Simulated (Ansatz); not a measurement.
SiO₂ (space group P4_32_12)

```
CELL_PARAMETERS angstrom
      4.94583     0.00000     0.00000
      0.00000     4.94583     0.00000
      0.00000     0.00000     6.87356
ATOMIC_POSITIONS crystal
  Si 0.19586 0.19586 0.00000
  Si 0.30414 0.69586 0.75000
  Si 0.80414 0.80414 0.50000
  Si 0.69586 0.30414 0.25000
  O  0.61285 0.73741 0.68310
  O  0.76259 0.11285 0.43310
  O  0.38715 0.26259 0.18310
  O  0.23741 0.88715 0.93310
  O  0.11285 0.76259 0.56690
  O  0.26259 0.38715 0.81690
  O  0.88715 0.23741 0.06690
  O  0.73741 0.61285 0.31690
```

A phonon eigenvector at Γ is frozen into this cell: atom i moves by Q times the vector below, so Q is the largest atomic displacement, in Å. The cell is held.

| atom | x | y | z |
|---|---|---|---|
| Si1 | 0.419 | 0.419 | 0.000 |
| Si2 | -0.419 | 0.419 | 0.000 |
| Si3 | -0.419 | -0.419 | 0.000 |
| Si4 | 0.419 | -0.419 | 0.000 |
| O5 | 0.780 | 0.186 | -0.598 |
| O6 | -0.186 | 0.780 | -0.598 |
| O7 | -0.780 | -0.186 | -0.598 |
| O8 | 0.186 | -0.780 | -0.598 |
| O9 | 0.780 | -0.186 | 0.598 |
| O10 | -0.186 | -0.780 | 0.598 |
| O11 | -0.780 | 0.186 | 0.598 |
| O12 | 0.186 | 0.780 | 0.598 |

Method: LDA (plane waves to 420 eV, PAW, scalar-relativistic; Ansatz, a program for electronic structure). k mesh 6×6×4 (Γ-centred), Fermi-Dirac smearing 0.05 eV. The energy includes the smearing's −TS. SiO2 was relaxed with its symmetry unable to fall. ΔE is measured from the undisplaced structure.

```tsv
Q (Å)	ΔE (meV/cell)
-0.1000	3756
-0.0833	withheld
-0.0667	1628
-0.0500	907
-0.0333	400
-0.0167	100
0.0000	0
0.0167	99
0.0333	399
0.0500	901
0.0667	1614
0.0833	2545
0.1000	3708
```

Question: Fit a polynomial form (powers 2, 3, 4) to the given rows and predict ΔE at Q = -0.0833.

Answer: Least squares on the 12 given rows: ΔE = (357700)·Q² + (-23490)·Q³ + (1551000)·Q⁴, in meV/cell with Q in Å; root-mean-square residual 0.9 meV/cell. At -0.0833 the fit gives 2570 meV/cell; the calculation gives 2572 meV/cell, so the interpolation is off by -2 (-0.1 %). The quadratic term alone would give 2482 meV/cell.

(A displaced cell: forces are minus the slopes of the energy, force constants its curvatures, and phonons follow from these.)
